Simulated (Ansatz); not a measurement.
MgTe:
```xyz
4
Lattice="4.1790 0.0000 0.0000 -2.0895 3.6191 0.0000 0.0000 0.0000 6.8145" Properties=species:S:1:pos:R:3 pbc="T T T"
Mg     0.0000     0.0000     3.4072
Mg     0.0000     0.0000     0.0000
Te     0.0000     2.4128     1.7036
Te     2.0895     1.2064     5.1109
```

Relaxed with PBEsol.

Problem. Map the valence electron density (e/Å³), cut off at 1 on the plane through (0.000, 0.000, 0.500) spanned by u = [0, 0, 1] and v = [1, -1, 0] in lattice vectors, from the program Ansatz at the PBEsol level (PAW).

Solution. x is the fraction of u, y of v (the angle between them is 90°; rows are the nearest grid lines); atoms in the plane: Mg at (0.00, 0.00), Mg at (0.50, 0.00), Te at (0.75, 0.33), Te at (0.25, 0.67).
```
|@@@@:        :@@@@@@@:        :@@@@|
|@@@=.        .=@@@@@=.        .=@@@|
|@@=..        ..=@@@=.          .=@@|
|  .....::::.....                   |
|  ...:------:...                   |
|  .:-+#@@@@#+-:.                   |
| ..-=#@@@@@@#=-..                  |
| .:=#@@@@@@@@#=:.                  |
| .:=#@@@@@@@@#=:.                  |
| .:-*@@@@@@@@*-:.                  |
|  .:-=*%@@%*=-:.                   |
|  ..:-==++==-:..      ........     |
|     ........      ..:-==++==-:..  |
|                   .:-=*%@@%*=-:.  |
|                  .:-*@@@@@@@@*-:. |
|                  .:=#@@@@@@@@#=:. |
|                  .:=#@@@@@@@@#=:. |
|                  ..-=#@@@@@@#=-.. |
|                   .:-+#@@@@#+-:.  |
|                   ...:------:...  |
|                   .....::::.....  |
|@@=.          .=@@@=..        ..=@@|
|@@@=.        .=@@@@@=.        .=@@@|
|@@@@:        :@@@@@@@:        :@@@@|
```
Scale: ten equal steps from 0.027 (start of ' ') to 1.00 (end of '@'), in the order ' .:-=+*#%@'; x runs from 0.000 to 1.00, y from 0.000 (bottom) to 1.00 (top).

The density is the valence pseudo-density with augmentation charge, so density and ELF within about 1 Å of a nucleus are not all-electron values.

Space group P6_3/mmc (NiAs type). The first step of the workflow began from a Materials Project structure, measured or hypothetical; the Crystallography Open Database copy checked does not list it. COD files the formula under space group No. 186. Its standing as an ambient phase is unchecked. Symmetry was held in the PBEsol relaxation; whether a distortion lowers the energy is not shown. Spin–orbit coupling is left out wherever it is not named.

Potentials: the later of the program's two PAW sets.
